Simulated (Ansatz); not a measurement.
Cr₃Ge (A15 (Cr3Si type), space group No. 223), the program Ansatz at the r²SCAN level (PAW), all energies at zero smearing, with the estimated change up to a 700 eV cutoff added, with one set of potentials and settings (totals compare only within such a set). Cell of 8 atoms (6 Cr, 2 Ge): -28901.424 eV.

```tsv
element	reference phase	E (eV/atom)
Cr	Im-3m, 2 atoms in the cell, spin-polarised	-3382.7158
Ge	Fd-3m, 2 atoms in the cell	-4302.9041
```

Formation energy per atom, worked out: (-28901.424 − 6×(-3382.7158) − 2×(-4302.9041))/8 = 0.085 eV/atom (8 kJ per mol of atoms), at 0 K, without zero-point energy or fitted corrections.

Space group Pm-3n (A15 (Cr3Si type)). The first step of the workflow began from a Materials Project structure, measured or hypothetical; the Crystallography Open Database copy checked does not list it. Its standing as an ambient phase is unchecked. The cell was relaxed with r²SCAN under the symmetry of its start; its stability against distortions is not shown here. No spin polarisation was allowed. The references are the lowest solids computed at this level, not always the standard phases.

Potentials: the later of the program's two PAW sets.
